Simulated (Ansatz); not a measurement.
Input:

Mo2C:
```xyz
12
Lattice="4.7077 0.0000 0.0000 0.0000 6.0039 0.0000 0.0000 0.0000 5.1772" Properties=species:S:1:pos:R:3 pbc="T T T"
Mo     1.1545     5.2724     0.4132
Mo     3.5532     0.7315     4.7640
Mo     1.1993     3.7334     3.0018
Mo     3.5084     2.2704     2.1754
Mo     3.5084     3.7334     4.7640
Mo     1.1993     2.2704     0.4132
Mo     3.5532     5.2724     2.1754
Mo     1.1545     0.7315     3.0018
C      2.3539     5.2649     3.8829
C      2.3539     0.7390     1.2943
C      0.0000     3.7410     1.2943
C      0.0000     2.2629     3.8829
```

This is the PBEsol-relaxed structure.

All from PBEsol (plane waves, PAW; program Ansatz), unless another level is named. Give the electronic character.

metallic (no gap).

What about the density of states at the Fermi level?

0.57 states/eV per atom (mean over ±0.08 eV).

And the formation energy from the elements (no fitted shifts)?

-195 meV/atom.

Give the gap with spin–orbit coupling.

none (metallic).

Space group Pbcn. The first step of the workflow began from a Materials Project structure, measured or hypothetical; the Crystallography Open Database files this formula in space group No. 60, but the cells were not matched. Whether it is the stable phase at ambient conditions was not checked. Symmetry was held in the PBEsol relaxation; whether a distortion lowers the energy is not shown. The run is not spin-polarised. The references are the lowest solids computed at this level, not always the standard phases. Scalar-relativistic: spin–orbit coupling is off unless named, which matters more the heavier the elements.

Potentials: the earlier of the program's two PAW sets. The files were generated under PBE; for other functionals the program regenerates the frozen cores, and for LDA and PBEsol the local potential too.
